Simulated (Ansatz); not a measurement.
The start is a relaxed TiC cell, doubled along one cell vector, shaken by Gaussian noise of σ = 0.08 Å a coordinate. A full variable-cell relaxation at zero pressure is run with r2SCAN (plane waves to 500 eV, PAW, scalar-relativistic; Ansatz, a first-principles code). The first steps use a coarse 9×9×5 k-mesh.

Starting cell:
```
TiC
1.0
    0.00000     2.16424     2.16424
    2.16424     0.00000     2.16424
    4.32848     4.32848     0.00000
Ti C
2 2
Direct
  0.00674   0.95158   0.02268
  0.00319   0.97815   0.49951
  0.47197   0.52984   0.24537
  0.57711   0.50180   0.74548
```

Problem. What pressure does the first self-consistent step give?

Solution. +7 GPa (positive: the cell is compressed).

Problem. Which atoms feel the largest initial force, and how large is it?

Solution. About 3.0 eV/Å, on Ti1 (atoms numbered as listed).

Problem. By how much does the energy per atom fall from start to end?

Solution. 0.16 eV/atom.

Problem. How do the shortest distances between atoms change?

Solution. The closest pairs of elements (up to four, under 3.6 Å), start → end: C–Ti 1.96 → 2.16 Å; C–C 2.91 → 3.06 Å; Ti–Ti 2.95 → 3.06 Å.

Relaxed structure:

```cif
data_C4Ti4
_chemical_formula_sum 'Ti4 C4'
_space_group_name_H-M_alt 'Fm-3m'
_space_group_IT_number 225
_space_group_name_Hall '-F 4 2 3'
_cell_length_a 4.32861
_cell_length_b 4.32861
_cell_length_c 4.32861
_cell_angle_alpha 90.000
_cell_angle_beta 90.000
_cell_angle_gamma 90.000
loop_
_atom_site_label
_atom_site_type_symbol
_atom_site_symmetry_multiplicity
_atom_site_Wyckoff_symbol
_atom_site_fract_x
_atom_site_fract_y
_atom_site_fract_z
_atom_site_occupancy
Ti1 Ti 4 b 0.50000 0.50000 0.50000 1
C1 C 4 a 0.00000 0.00000 0.00000 1
```
(The calculation used a cell of 2 atoms; values per cell refer to that cell.)

Final values are on a 18×18×18 k-mesh of the relaxed cell. No spin polarisation in the result.
